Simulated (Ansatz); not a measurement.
## Is this HfSi3O8 structure stable?

The cell was found from a structure generator's guess, not taken from experiment.

Method: Ansatz, DFT PBE, scalar-relativistic, plane waves, PAW. Cutoff 420 eV, Γ-centred 4×4×4 mesh (12-atom cell), Gaussian smearing of 0.02 eV, no spin polarisation.

```
Hf Si O
1.0
     5.50146    0.00000    0.00000
     0.00000    5.50146    0.00000
     0.00000    0.00000    7.98639
Hf Si O
1 3 8
Direct
  0.00000 0.00000 0.50000
  0.50000 0.00000 0.77929
  0.00000 0.50000 0.22071
  0.50000 0.50000 0.00000
  0.73377 0.00000 0.65662
  0.24906 0.50000 0.10909
  0.26623 0.00000 0.65662
  0.75094 0.50000 0.10909
  0.00000 0.26623 0.34338
  0.50000 0.75094 0.89092
  0.00000 0.73377 0.34338
  0.50000 0.24906 0.89092
```

The zero of energy is the elements' standard structures at the same level (O₂ as a molecule); no fitted shifts are applied.

Problem. These tests were run: energy against the elements; phonons at Γ. What do they show?

Solution.

```
                       test                            result
energy against the elements                    −2.867 eV/atom
               phonons at Γ  imaginary modes down to 70i cm⁻¹
```

It fails one test: phonons at Γ. So it isn't even a local minimum.

These runs have no spin–orbit coupling, which can matter for Hf. The run for the phonons used a 4×4×4 k mesh.
